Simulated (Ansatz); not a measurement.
CuCl:
```cif
data_ClCu
_chemical_formula_sum 'Cu1 Cl1'
_space_group_name_H-M_alt 'P 1'
_space_group_IT_number 1
_cell_length_a 3.74056
_cell_length_b 3.74056
_cell_length_c 3.74056
_cell_angle_alpha 60.000
_cell_angle_beta 60.000
_cell_angle_gamma 60.000
loop_
_space_group_symop_operation_xyz
  'x, y, z'
loop_
_atom_site_label
_atom_site_type_symbol
_atom_site_fract_x
_atom_site_fract_y
_atom_site_fract_z
_atom_site_occupancy
Cu1 Cu 0.00000 0.00000 0.00000 1
Cl1 Cl 0.75000 0.75000 0.75000 1
```

Relaxed with the program Ansatz at the PBEsol level (PAW). Indices refer to the conventional cell of F-43m, a = 5.2900 Å, b = 5.2900 Å, c = 5.2900 Å, α = 90.00°, β = 90.00°, γ = 90.00°.

### Question
Simulate the powder diffraction pattern (Cu Kα, λ = 1.54184 Å; lines above 1 %) up to 2θ = 90°.

### Answer
Simulated powder pattern, Cu Kα, λ = 1.54184 Å (kinematic, ideal powder, no thermal factors, no anomalous dispersion; the 30 strongest lines at most, above 1 %, up to 2θ = 90°):

```tsv
2θ (°)	d (Å)	I/Imax (%)	hkl
29.24	3.054	100	(111)
33.89	2.645	9.3	(200)
48.69	1.870	60	(220)
57.81	1.595	39	(311)
60.64	1.527	2.4	(222)
71.31	1.322	8.7	(400)
78.87	1.214	14	(331)
81.35	1.183	2.6	(420)
```

The PBEsol relaxation kept the symmetry of its start. The run is not spin-polarised.

Potentials: the later of the program's two PAW sets.
